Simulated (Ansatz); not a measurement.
MoPt (CsCl type, space group No. 221) under volume change, DFT-r²SCAN in the program Ansatz with PAW potentials, scaled uniformly.

```json
[
 {"V (Å³/atom)": "14.328", "E − E(relaxed) (meV/atom)": "126.0", "P (GPa)": "31.12"},
 {"V (Å³/atom)": "14.800", "E − E(relaxed) (meV/atom)": "___", "P (GPa)": "___"},
 {"V (Å³/atom)": "15.273", "E − E(relaxed) (meV/atom)": "12.4", "P (GPa)": "8.67"},
 {"V (Å³/atom)": "15.745", "E − E(relaxed) (meV/atom)": "0.0", "P (GPa)": "0.01"},
 {"V (Å³/atom)": "16.217", "E − E(relaxed) (meV/atom)": "___", "P (GPa)": "___"},
 {"V (Å³/atom)": "16.690", "E − E(relaxed) (meV/atom)": "41.8", "P (GPa)": "-13.40"},
 {"V (Å³/atom)": "17.162", "E − E(relaxed) (meV/atom)": "89.1", "P (GPa)": "-18.53"}
]
```

**Question.** Some entries are withheld; supply them.

**Answer.** 
- 14.800, E − E(relaxed) (meV/atom): 52.7
- 14.800, P (GPa): 18.94
- 16.217, E − E(relaxed) (meV/atom): 11.0
- 16.217, P (GPa): -7.28

**Question.** What does a third-order Birch–Murnaghan fit give for V₀, B₀ and B′?

**Answer.** V₀ = 15.75 Å³/atom, B₀ = 264 GPa, B′ = 4.7.

Space group Pm-3m (CsCl type). The start of the workflow was typed in or built on a structure type; neither database checked (COD, Materials Project) lists it. Its standing as an ambient phase is unchecked. Symmetry was held in the r²SCAN relaxation. At this level the phase is mechanically unstable. The run is not spin-polarised. Its formation energy is positive at this level, so the cell may be metastable or incomplete. Scalar-relativistic: spin–orbit coupling is off unless named, which matters more the heavier the elements.

Potentials: the earlier of the program's two PAW sets.
